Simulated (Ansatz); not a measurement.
**Sr under strains and displacements**

The calculation used DFT PBEsol, scalar-relativistic, plane waves, PAW in Ansatz.

Cutoff 420 eV; k points 12×12×12 on the computed 2-atom cell (Γ-centred); Gaussian smearing, width 0.10 eV; no spin polarisation.

Reference cell:

```
Sr
1.0
    -3.70636    3.70636    2.02088
     3.70636   -3.70636    2.02088
     3.70636    3.70636   -2.02088
Sr
2
Direct
  0.75000 0.25000 0.50000
  0.00000 0.00000 0.00000
```

Each variant moves atoms of this cell by the vectors given, if any (Å), and then applies a symmetric strain (tensor components, Cartesian axes). The reference cell isn't relaxed at this level. Energies are per atom at zero smearing, counted from the lowest variant. Pressure is positive in compression.

1. strain (xx yy zz yz xz xy, %) 1.77 1.77 10.77 0.00 0.00 0.00
2. strain (xx yy zz yz xz xy, %) -1.74 -1.74 -7.74 0.00 0.00 0.00
3. strain (xx yy zz yz xz xy, %) -2.05 -2.05 6.95 0.00 0.00 0.00

```tsv
result	ΔE (meV/atom)	P (GPa)
A	36.3	-0.68
B	0.0	0.43
C	76.6	-1.26
```

Q: Which variant gave which result?

A: A is 3, B is 2, C is 1. The pressure falls as the cell grows: from the smallest volume to the largest the variants are 2, 3, 1.

This form isn't the element's structure at ambient conditions.